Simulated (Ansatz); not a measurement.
CdS (wurtzite)

```xyz
4
Lattice="4.1643 0.0000 0.0000 -2.0822 3.6064 0.0000 0.0000 0.0000 6.7688" Properties=species:S:1:pos:R:3 pbc="T T T"
Cd     2.0822     1.2021     0.0067
Cd     0.0000     2.4043     3.3911
S      2.0822     1.2021     4.2252
S      0.0000     2.4043     0.8408
```

The slice is a (1 -1 0 0) plane (indices of the conventional cell) through the point (0.667, 0.333, 0.624) (fractional), spanned by u = [110] and v = [001] in vectors of this cell: u (4.16 Å) and v (6.77 Å, at 90° to u). It covers one period; positions are fractions (u, v).

These are r2SCAN (plane waves to 500 eV, PAW, scalar-relativistic; Ansatz, an electronic-structure program) values and carry that method's errors. k mesh 9×9×5. Near the nuclei the fields are pseudised (PAW); where an atom keeps semicore shells as valence, they peak there. CdS was relaxed with its symmetry unable to fall. The PAW data are Ansatz's earlier set.

Three fields on this plane, each scaled to ten steps between its own extremes (0 low, 9 high; the total valence density on a logarithmic scale, the potential cut 8 eV below its top; x marks points blanked near nuclei; v = 0 in the bottom row):

Map A
```
|xxxx87655678xxx|
|xxx9866666689xx|
|xx987666666789x|
|887655566555678|
|554444455444445|
|222223344332222|
|000112333321100|
|000122344322100|
|222233455433222|
|444345566554344|
|876556677665567|
|xx976677776679x|
|xxxx77777777xxx|
|xxxx86666668xxx|
|xxxx86555568xxx|
|xxxx75444457xxx|
|xxx9642222469xx|
|xx975310013579x|
|987642000024678|
|998642100124689|
|xx986320023689x|
|xxx9753223579xx|
|xxxx86433468xxx|
|xxxx96544569xxx|
```

Map B
```
|xxxx52000025xxx|
|xxx9410000149xx|
|xx952100001259x|
|664210000001246|
|221100000000112|
|000000000000000|
|000000000000000|
|000000011000000|
|000001111110000|
|000011222211000|
|110012333321001|
|xx101234432101x|
|xxxx12344321xxx|
|xxxx11233211xxx|
|xxxx01122110xxx|
|xxxx00111100xxx|
|xxx0000000000xx|
|xx000000000000x|
|222100000000122|
|875210000001257|
|xx952100001259x|
|xxx8410000148xx|
|xxxx52000025xxx|
|xxxx62100126xxx|
```

Map C
```
|xxxx46544564xxx|
|xxx0554334550xx|
|xx056532235650x|
|457776433467775|
|899987544578999|
|999988766788999|
|999999888899999|
|999999999999999|
|888999999999988|
|567889888898876|
|003578777787530|
|xx015776677510x|
|xxxx36766763xxx|
|xxxx05777750xxx|
|xxxx05888850xxx|
|xxxx06899860xxx|
|xxx0378998730xx|
|xx015899998510x|
|003679999997630|
|235789999998753|
|xx058999999850x|
|xxx0799999970xx|
|xxxx48888884xxx|
|xxxx37766773xxx|
```

Problem. Assign the maps to these fields: density of the highest valence band (whole band, smooth part); valence electron density; electrostatic potential energy of an electron, from the cell's mean.

Solution. A is the valence electron density; B is the density of the highest valence band (whole band, smooth part); C is the electrostatic potential energy of an electron, from the cell's mean.
